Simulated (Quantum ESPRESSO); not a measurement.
Li$_{3}$Ta$_{3}$SnMo (simulated cell) (calculated)

Calculation on a made-up metal alloy cell, not a measurement, with one named mistake planted (healthy values lack it): no spin or spin-orbit, unrelaxed, 2900 K smearing, stress positive in tension, cell energy less the intended atoms' offsets; periodic Kohn-Sham density functional theory in plane waves with PseudoDojo standard norm-conserving scalar-relativistic pseudopotentials, each functional with its own files (v0.5 for PBE, v0.4.1 for LDA and PBEsol), eight atoms on drawn sites of a strained close-packed or body-centred lattice, each displaced and held fixed; the energy is the cell's free energy, ions and the entropy term -TS included, at the stated Fermi-Dirac width, less a fixed offset for each atom's element (shifted free energy); compositions with an open d shell lost a parallel starting moment in a cheaper test run, and other magnetic orders were not tried; an error bar is the largest change of its kind in a tighter rerun, never given below 0.002 eV, 0.02 GPa or 0.003 eV/angstrom, and covers cutoff and k-mesh only, not smearing or the files. Program: Quantum ESPRESSO 7.5.

```cif
# cell vector a (Å): -2.1164 -4.2327 -2.1164
# cell vector b (Å): -4.2327 2.1164 2.1164
# cell vector c (Å): 0.0000 4.2327 -4.2327
data_Li3Ta3SnMo
_symmetry_space_group_name_H-M 'P 1'
_symmetry_Int_Tables_number 1
_cell_length_a 5.1840
_cell_length_b 5.1840
_cell_length_c 5.9859
_cell_angle_alpha 90.000
_cell_angle_beta 106.778
_cell_angle_gamma 99.594
_cell_volume 151.67
loop_
_atom_site_label
_atom_site_type_symbol
_atom_site_fract_x
_atom_site_fract_y
_atom_site_fract_z
_atom_site_occupancy
Li1 Li 0.01820 0.00985 0.99025 1
Ta1 Ta 0.00110 0.98875 0.51392 1
Li2 Li 0.03651 0.52554 0.26895 1
Sn1 Sn 0.98352 0.47830 0.74412 1
Ta2 Ta 0.48835 0.24596 0.39308 1
Mo1 Mo 0.49609 0.23861 0.87539 1
Li3 Li 0.49283 0.75351 0.14239 1
Ta3 Ta 0.50159 0.76045 0.63547 1
_calc_lattice_type 'face-centred cubic'
_calc_intended_functional 'pbe'
_calc_cutoff 1088  # eV
_calc_fermi_dirac_smearing 0.25  # eV
_calc_intended_electrons_removed 0
_calc_healthy_entropy_term_negative_ts -1.482  # eV
_calc_healthy_pressure -6.52  # GPa
_calc_healthy_stress_xx 5.43  # GPa
_calc_healthy_stress_yy 7.29  # GPa
_calc_healthy_stress_zz 6.84  # GPa
_calc_healthy_stress_yz 0.38  # GPa
_calc_healthy_stress_xz -1.18  # GPa
_calc_healthy_stress_xy 0.52  # GPa
_calc_fault_kind 'cell scaled'
_calc_fault_length_scale_change -1.65  # percent
_calc_run_command 'pw.x -nk 1 -in in'
_calc_run_processor 'AMD EPYC, Zen 5, virtual cores'
_calc_k_mesh '5 x 5 x 4 shifted half a step off Gamma on each axis'
_calc_structure_shown 'the intended cell'
_calc_healthy_shifted_free_energy 0.369  # eV
_calc_faulty_entropy_term_negative_ts -1.405  # eV
_calc_faulty_pressure -2.16  # GPa
_calc_faulty_stress_xx 0.83  # GPa
_calc_faulty_stress_yy 2.83  # GPa
_calc_faulty_stress_zz 2.81  # GPa
_calc_faulty_stress_yz -0.01771  # GPa
_calc_faulty_stress_xz -1.13  # GPa
_calc_faulty_stress_xy 0.43  # GPa
_calc_faulty_shifted_free_energy 0.165  # eV
```

Atoms:
```tsv
atoms element	atom site	atom energy offset (eV)
Li	1	-195.67
Ta	2	-1771.44
Li	3	-195.67
Sn	4	-2144.16
Ta	5	-1771.44
Mo	6	-1911.95
Li	7	-195.67
Ta	8	-1771.44
```

Healthy forces:
```tsv
site	x (eV/Å)	y (eV/Å)	z (eV/Å)
1	0.189	0.412	-0.295
2	-0.768	0.277	0.087
3	0.581	0.011	0.523
4	-0.752	-0.028	-0.598
5	0.503	-0.624	-0.424
6	0.19	-0.312	0.879
7	0.059	-0.187	0.207
8	-0.001	0.45	-0.38
```

Faulty forces:
```tsv
site	x (eV/Å)	y (eV/Å)	z (eV/Å)
1	0.241	0.468	-0.363
2	-0.655	0.22	0.377
3	0.63	-0.008	0.631
4	-0.962	0.053	-0.87
5	0.462	-0.848	-0.029
6	0.087	-0.149	0.584
7	0.089	-0.217	0.245
8	0.107	0.481	-0.574
```

Notes: the tin pseudopotential is less sure than most, with forces differing by about three percent from a second method on plain tin; heavy elements are run without spin-orbit coupling, which real alloys of them have; a spin test at this wide smearing found no moment, but such smearing suppresses magnetism that the real alloy may have; lattice, volume and sites are drawn at random and may be unstable or far from any real phase; energies are for the whole cell, less offsets fitted to these runs, so they are not formation energies; error bars of the healthy run: energy 0.0043 eV, stress 0.041 GPa, force 0.0065 eV/Å, from a tighter rerun of this or a related cell; 14 SCF iterations, 750 s of wall time on a shared machine.
